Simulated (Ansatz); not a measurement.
Ba₈Sb₄H₂O in space group I4/mmm (No. 139; Pearson symbol tI30), plane-wave PAW PBE (Ansatz code), all energies at zero smearing, with the estimated change up to a 700 eV cutoff added, with one set of potentials and settings (totals compare only within such a set). Cell of 15 atoms (8 Ba, 4 Sb, 2 H, 1 O): -74148.930 eV.

| element | reference phase | E (eV/atom) |
|---|---|---|
| Ba | Im-3m, 1 atoms in the cell | -5949.5401 |
| Sb | R-3m, 2 atoms in the cell | -6484.4916 |
| H | Cmce, 4 atoms in the cell | -15.8838 |
| O | C2/m, 4 atoms in the cell, spin-polarised | -565.0000 |

Formation energy per atom, worked out: (-74148.930 − 8×(-5949.5401) − 4×(-6484.4916) − 2×(-15.8838) − 1×(-565.0000))/15 = -1.192 eV/atom (-115 kJ per mol of atoms), at 0 K, without zero-point energy or fitted corrections.

The first step of the workflow began from a Materials Project structure, measured or hypothetical; the Crystallography Open Database copy checked does not list it. Whether it is the stable phase at ambient conditions was not checked. The PBE relaxation kept the symmetry of its start; its stability against distortions is not shown here. The references are the lowest solids computed at this level, not always the standard phases (solids in place of the gases). Spin–orbit coupling is left out wherever it is not named.

Potentials: the later of the program's two PAW sets.
